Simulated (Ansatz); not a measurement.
CdS:
```
CELL_PARAMETERS angstrom
      4.17019     0.00000     0.00000
     -2.08509     3.61149     0.00000
      0.00000     0.00000     6.77574
ATOMIC_POSITIONS crystal
  Cd 0.66667 0.33333 0.50004
  Cd 0.33333 0.66667 0.00004
  S  0.66667 0.33333 0.87696
  S  0.33333 0.66667 0.37696
```

Relaxed with HSE06.

Task: Give the Bader charges and basin volumes of the independent atoms, plane-wave PAW HSE06 (Ansatz code).

Result: 

```csv
atom,Bader charge (e),Bader volume (Å³)
Cd1,+0.95,20.7
S3,-0.95,30.3
```

Space group P6_3mc (wurtzite). The cell was relaxed with HSE06 under the symmetry of its start.

Potentials: the earlier of the program's two PAW sets.
